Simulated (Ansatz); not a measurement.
## Compressing KRu2P2: a fit and a missing row

KRu2P2, I4/mmm, a = 4.001 Å, c = 12.184 Å. The structure is a Materials Project entry; whether it is the stable form wasn't checked. Ansatz: PBEsol, PAW, 420 eV, Γ-centred 12×12×12 mesh on 5 atoms, Gaussian smearing 0.10 eV; no spin polarisation. Shape and atoms are relaxed at each volume; pressure is positive in compression.

```tsv
V (Å³/atom)	P (GPa)
18.337	2.56
18.922	?
19.508	0.00
20.093	-1.02
20.678	-1.96
```

Task: Take V0 = 19.508 Å³/atom, fit the third-order Birch–Murnaghan form to the other rows, and predict the missing pressure.

Result: With the Eulerian strain f = ½[(V0/V)^(2/3) − 1] and y = P/[3f(1 + 2f)^(5/2)], the form is the line y = B0 + 1.5 B0 (B0′ − 4) f. Rows (f, y): 0.02107, 36.5; -0.00975, 36.6; -0.01904, 37.8. Means f = -0.002573, y = 36.967; Σ(Δf)² = 0.0008817, ΣΔfΔy = -0.02212; the slope is their ratio. y = 36.90 − 25.09 f GPa, so B0 = 36.9 GPa and B0′ = 4 + 2 × (-25.09)/(3 × 36.90) = 3.55. At V = 18.922, f = 0.01027, y = 36.64 and P = 1.19 GPa. The run gave 1.18 GPa, so the fit is 0.01 GPa too high, within the rms miss on the fitted rows (0.02 GPa).